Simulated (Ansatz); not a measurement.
## Does relaxation matter for the field gradients of BaTiO3 with arsenic replacing O?

Start: a supercell of BaTiO3 (cubic perovskite type, Pm-3m) built from a measured structure from the Crystallography Open Database (COD), with all atoms left at the host's positions.

```
CELL_PARAMETERS angstrom
8.01200 0.00000 0.00000
0.00000 8.01200 0.00000
0.00000 0.00000 8.01200
ATOMIC_POSITIONS crystal
Ba 0.25000 0.25000 0.25000
Ba 0.25000 0.25000 0.75000
Ba 0.25000 0.75000 0.25000
Ba 0.25000 0.75000 0.75000
Ba 0.75000 0.25000 0.25000
Ba 0.75000 0.25000 0.75000
Ba 0.75000 0.75000 0.25000
Ba 0.75000 0.75000 0.75000
Ti 0.00000 0.00000 0.00000
Ti 0.00000 0.00000 0.50000
Ti 0.00000 0.50000 0.00000
Ti 0.00000 0.50000 0.50000
Ti 0.50000 0.00000 0.00000
Ti 0.50000 0.00000 0.50000
Ti 0.50000 0.50000 0.00000
Ti 0.50000 0.50000 0.50000
As 0.25000 0.00000 0.00000
O 0.25000 0.00000 0.50000
O 0.25000 0.50000 0.00000
O 0.25000 0.50000 0.50000
O 0.75000 0.00000 0.00000
O 0.75000 0.00000 0.50000
O 0.75000 0.50000 0.00000
O 0.75000 0.50000 0.50000
O 0.00000 0.25000 0.00000
O 0.00000 0.25000 0.50000
O 0.00000 0.75000 0.00000
O 0.00000 0.75000 0.50000
O 0.50000 0.25000 0.00000
O 0.50000 0.25000 0.50000
O 0.50000 0.75000 0.00000
O 0.50000 0.75000 0.50000
O 0.00000 0.00000 0.25000
O 0.00000 0.00000 0.75000
O 0.00000 0.50000 0.25000
O 0.00000 0.50000 0.75000
O 0.50000 0.00000 0.25000
O 0.50000 0.00000 0.75000
O 0.50000 0.50000 0.25000
O 0.50000 0.50000 0.75000
```

Sites (sets of like atoms) are named by element and the number of their first atom in this list.

Level of theory: DFT, PBE, plane waves and PAW, scalar-relativistic, 420 eV cutoff, Γ-centred 3×3×3 k-points, Fermi–Dirac smearing 0.01 eV, cell charge -1 (Ansatz 0.2.0).

The largest force at the start is 9.2 eV/Å. Relaxing the ions at fixed cell moves them by 0.185 Å at most (atom 9, Ti) and 0.081 Å rms.

```
site  atom  moved (Å)                   first shell before                         first shell after  V_zz before (10²¹ V/m²)  η before
 Ba1     1      0.105  1 As at 2.83 Å; also 11 O at 2.83 Å  1 As at 2.94 Å; also 11 O at 2.73–2.97 Å                    -1.98      0.43
 Ba5     5      0.032                       12 O at 2.83 Å                       12 O at 2.77–2.86 Å                    -0.57      0.00
 Ti9     9      0.185        1 As at 2.00 Å, 5 O at 2.00 Å        5 O at 1.82–2.05 Å, 1 As at 2.19 Å                    -7.45      0.00
Ti10    10      0.028                        6 O at 2.00 Å                        6 O at 1.95–2.03 Å                     0.97      0.71
Ti12    12      0.018                        6 O at 2.00 Å                        6 O at 1.98–2.02 Å                     0.14      0.00
  As    17      0.000           2 Ti at 2.00 Å, angle 180°                2 Ti at 2.19 Å, angle 180°                    -20.4      0.00
 O18    18      0.000           2 Ti at 2.00 Å, angle 180°                2 Ti at 2.03 Å, angle 180°                     2.80      0.55
 O20    20      0.000           2 Ti at 2.00 Å, angle 180°                2 Ti at 2.02 Å, angle 180°                     2.77      0.00
 O21    21      0.000           2 Ti at 2.00 Å, angle 180°                2 Ti at 1.82 Å, angle 180°                     0.46      0.00
 O22    22      0.000           2 Ti at 2.00 Å, angle 180°                2 Ti at 1.97 Å, angle 180°                     2.51      0.29
 O25    25      0.131           2 Ti at 2.00 Å, angle 180°           2 Ti at 1.95–2.05 Å, angle 179°                     2.25      0.20
 O26    26      0.022           2 Ti at 2.00 Å, angle 180°           2 Ti at 1.98–2.02 Å, angle 179°                     2.58      0.09
```

(1) How do the gradients change?

## Answers

(1) 

```csv
site,atom,V_zz after,η after,change of V_zz
Ba1,1,-3.61,0.18,-1.63
Ba5,5,2.20,0.11,+2.77
Ti9,9,-11.86,0.00,-4.41
Ti10,10,-3.56,0.85,–
Ti12,12,1.40,0.00,+1.26
As,17,-17.24,0.00,+3.19
O18,18,2.61,0.58,-0.19
O20,20,3.25,0.00,+0.48
O21,21,-1.63,0.00,-2.09
O22,22,-3.52,0.52,–
O25,25,2.23,0.71,-0.02
O26,26,2.63,0.41,+0.05
```

The largest change of V_zz along a kept axis is on Ti9, from -7.45 to -11.86. Small gradients that grow severalfold: O21 (0.46 to -1.63), Ti12 (0.14 to 1.40). In per cent, |V_zz| changes by +82 on Ba, +59 on Ti, -16 on As, -7 to +17 on O (all sites that start above 0.5, bar those whose gradient vanishes or changes sign or whose main axis turns by over 40°). Where |V_zz| stays above 0.1 and the axes keep their order, η moves most on O25, from 0.20 to 0.71. On Ba1 V_xx and V_yy change places (or their axes turn by over 50°), so the two values of η hide a larger change. V_zz changes sign on Ba5 (same axis), O21 (same axis). On O22, Ti10 the largest principal value lies along another axis in the second run, so the two V_zz can't be compared directly. The table leaves out 1 of the 13 sites, with |V_zz| up to 2.66; their tensors move by 0.07 at most along any direction. The statements above cover all sites. The host's own positions weren't relaxed first, so part of the change far from the defect can be the host's relaxation.

The defect repeats with the cell of 40 atoms, so it feels its images: sites between two images don't show the values beside a lone defect, and zeros or small values of η there can come from the images' arrangement. O carries a gradient in the pure host already, so the values there aren't the defect's effect alone. This high-symmetry form of BaTiO3 is unstable when cold, to polar off-centring of Ti. The symmetry of the cell holds that distortion back, wholly or in part, and it would change the field gradients, the more the larger the distortion. A uniform background compensates the cell's charge. Without spin–orbit coupling (the program notes it for Ba) the gradients can shift somewhat, as the gap is small. The cell keeps the host's lattice, where the PBE pressure is 8 GPa (in a charged cell this depends on the convention for the mean potential).
Before: With a gap of 0.2 eV on this mesh, small gradients can still move by 0.1 × 10²¹ V/m² or more as the k-mesh gets denser. The neighbours have not yet relaxed around the defect (largest force 9.2 eV/Å), so the values at and beside it are those of a strained start, not of the defect in a real crystal.
After: The relaxation keeps the site symmetry 4/mmm of the start, so the impurity can't leave its site, and an angle of 180° at it is imposed, not found; a start off the site could end lower.
